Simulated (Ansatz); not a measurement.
## SnTe: relaxation (Ansatz)

The command:

```bash
ansatz run input.yaml --threads 2 --pin off --max-ram 3584MiB --backend cpu --events-out ev --progress --plain --runs-dir out
```

Input:

```yaml
crystal:
  lattice:
    - [0.0, 3.167886, 3.167886]
    - [3.167886, 0.0, 3.167886]
    - [3.167886, 3.167886, 0.0]
  atoms:
    - { symbol: Sn, position: [0.0, 0.0, 0.0] }
    - { symbol: Te, position: [0.5, 0.5, 0.5] }
  symmetry: { tolerance: 0.0003 }
kpoints:
  mp_grid: { grid: [9, 9, 9], shift: [0, 0, 0] }
magnetization:
  spin_polarized: false
scf:
  occupations: { method: fermi_dirac, width: 0.0898 }
  lower_state_search: "off"
hamiltonian:
  pseudopotentials: { kind: paw }
  xc: pbe
basis:
  ecutwfc: 420
  fft_grid_basis: typed
relax:
  max_steps: 60
  cell: { p_target: 0.0 }
  f_tol: 0.03
output:
  forces: true
  stress: true
  eigenvalues: true
  bader: true
  populations: true
  elf: true
  write_potential: true
  volumetric_format: npy
  dos:
    e_range: [-12, 8]
    de: 0.05
    projected: { site_lists: { Sn: [Sn], Te: [Te] } }
  write_density: true
checkpoint:
  read: saved_state
```

Origin of the cell: a database entry, scaled a little.

The saved state is a converged single point of the same cell.

Steps («new basis» is an SCF on plane waves selected anew at the same cell):

| step | ΔF (meV/atom) | max force component (eV/Å) | P (GPa) | volume (Å³) | SCF iterations | step was |
| --- | --- | --- | --- | --- | --- | --- |
| 1 | 0.0 | 0.000 | 1.50 | 63.58 | 5 | accepted |
| 2 | -4.4 | 0.000 | -0.36 | 66.41 | 5 | accepted |
| 3 | -4.8 | 0.000 | -0.02 | 65.84 | 4 | accepted |
| 4 | -5.0 | 0.000 | -0.02 | 65.84 | 5 | new basis |

Before:

Space group Fm-3m (No. 225); the run's cell has a = 4.480 Å, b = 4.480 Å, c = 4.480 Å, α = 60.00°, β = 60.00°, γ = 60.00°. Shortest distances: Sn–Te 3.17 Å.

The relaxed structure.

Space group Fm-3m (No. 225); the run's cell has a = 4.532 Å, b = 4.532 Å, c = 4.532 Å, α = 60.00°, β = 60.00°, γ = 60.00°. Shortest distances: Sn–Te 3.20 Å.

```
CELL_PARAMETERS angstrom
0.00000 3.20490 3.20490
3.20490 0.00000 3.20490
3.20490 3.20490 0.00000
ATOMIC_POSITIONS crystal
Sn 0.00000 0.00000 0.00000
Te 0.50000 0.50000 0.50000
```

| Property | Result |
| --- | --- |
| Free energy lowered by | 5.0 meV/atom |
| Volume change | 3.55 % |
| Final pressure | -0.02 GPa |
| Relaxation steps listed | 4 |
| Gap on the mesh | 0.52 eV |

Caveats: no spin-orbit coupling, though heavy elements are present; the relaxation held the start's symmetry, so the end may be a saddle point.

Time: 26 s on 2 threads of AMD EPYC 7R43 64-Core Processor (Zen 3), with other jobs on the host, peak memory 0.46 GiB, from a saved density.
